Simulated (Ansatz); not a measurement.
Simulated powder pattern, neutron, λ = 1.5401 Å (kinematic, ideal powder, no thermal factors, coherent scattering alone; the 30 strongest lines at most, above 1 %, up to 2θ = 90°):

```json
[
 {"2θ (°)": "37.34", "d (Å)": "2.405", "I/Imax (%)": "9.1"},
 {"2θ (°)": "37.96", "d (Å)": "2.368", "I/Imax (%)": "18"},
 {"2θ (°)": "39.76", "d (Å)": "2.264", "I/Imax (%)": "16"},
 {"2θ (°)": "40.26", "d (Å)": "2.237", "I/Imax (%)": "32"},
 {"2θ (°)": "42.62", "d (Å)": "2.119", "I/Imax (%)": "100"},
 {"2θ (°)": "46.39", "d (Å)": "1.955", "I/Imax (%)": "12"},
 {"2θ (°)": "50.91", "d (Å)": "1.792", "I/Imax (%)": "11"},
 {"2θ (°)": "56.07", "d (Å)": "1.638", "I/Imax (%)": "9.0"},
 {"2θ (°)": "61.80", "d (Å)": "1.500", "I/Imax (%)": "7.7"},
 {"2θ (°)": "67.35", "d (Å)": "1.389", "I/Imax (%)": "41"},
 {"2θ (°)": "68.05", "d (Å)": "1.376", "I/Imax (%)": "6.9"},
 {"2θ (°)": "74.81", "d (Å)": "1.268", "I/Imax (%)": "42"},
 {"2θ (°)": "79.62", "d (Å)": "1.203", "I/Imax (%)": "2.8"},
 {"2θ (°)": "80.00", "d (Å)": "1.198", "I/Imax (%)": "5.5"},
 {"2θ (°)": "81.15", "d (Å)": "1.184", "I/Imax (%)": "5.5"},
 {"2θ (°)": "81.48", "d (Å)": "1.180", "I/Imax (%)": "65"},
 {"2θ (°)": "82.13", "d (Å)": "1.172", "I/Imax (%)": "5.3"},
 {"2θ (°)": "83.05", "d (Å)": "1.162", "I/Imax (%)": "37"},
 {"2θ (°)": "85.71", "d (Å)": "1.132", "I/Imax (%)": "5.2"},
 {"2θ (°)": "87.00", "d (Å)": "1.119", "I/Imax (%)": "10"},
 {"2θ (°)": "89.10", "d (Å)": "1.098", "I/Imax (%)": "5.1"}
]
```

The pattern belongs to a structure relaxed with PBE in the plane-wave PAW code Ansatz.

Which compound is it?
A) BeSe, CsCl type
B) Re, P-6m2 (Re on 2g, Re on 2h, Re on 1a, Re on 1f)
C) Mn3SiN, anti-perovskite
D) Ca, fcc (Cu type)

B, Re, P-6m2 (Re on 2g, Re on 2h, Re on 1a, Re on 1f)

Give the lattice parameters.

a = 2.778 Å, c = 13.424 Å.

The start of the workflow was typed in or built on a structure type; neither database checked (COD, Materials Project) lists it. It is not the phase usual at ambient conditions (space group No. 194). The PBE relaxation kept the symmetry of its start; whether a distortion lowers the energy is not shown. No spin polarisation was allowed. Axis ratios of metals converge slowly with the k-mesh, so a and c are less sure than the volume. Spin–orbit coupling is left out wherever it is not named.

Potentials: the earlier of the program's two PAW sets.
